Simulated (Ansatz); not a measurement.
VCu3Se4:
```
VCu3Se4
1.0
    5.58162     0.00000     0.00000
    0.00000     5.58162     0.00000
    0.00000     0.00000     5.58162
V Cu Se
1 3 4
Direct
  0.00000   0.00000   0.00000
  0.00000   0.50000   0.00000
  0.50000   0.00000   0.00000
  0.00000   0.00000   0.50000
  0.24279   0.24279   0.24279
  0.24279   0.75721   0.75721
  0.75721   0.75721   0.24279
  0.75721   0.24279   0.75721
```

DFT-r²SCAN in the program Ansatz with PAW potentials gives a gap of 0.99 eV without spin–orbit coupling, maximum at R, minimum at X.

### Question
What happens when spin–orbit coupling is switched on?

### Answer
The gap falls by 0.02 eV, to 0.97 eV; maximum at R, minimum at X.

### Question
Give the electron effective mass with spin–orbit coupling.

### Answer
1.3, 1.3, 3.1 mₑ (principal values).

Space group P-43m. The workflow started from a Materials Project entry (that database holds measured and hypothetical structures alike); the Crystallography Open Database copy checked does not list it. Whether it is the stable phase at ambient conditions was not checked. The cell was relaxed with r²SCAN under the symmetry of its start; whether a distortion lowers the energy is not shown. The run is not spin-polarised.

Potentials: the later of the program's two PAW sets.
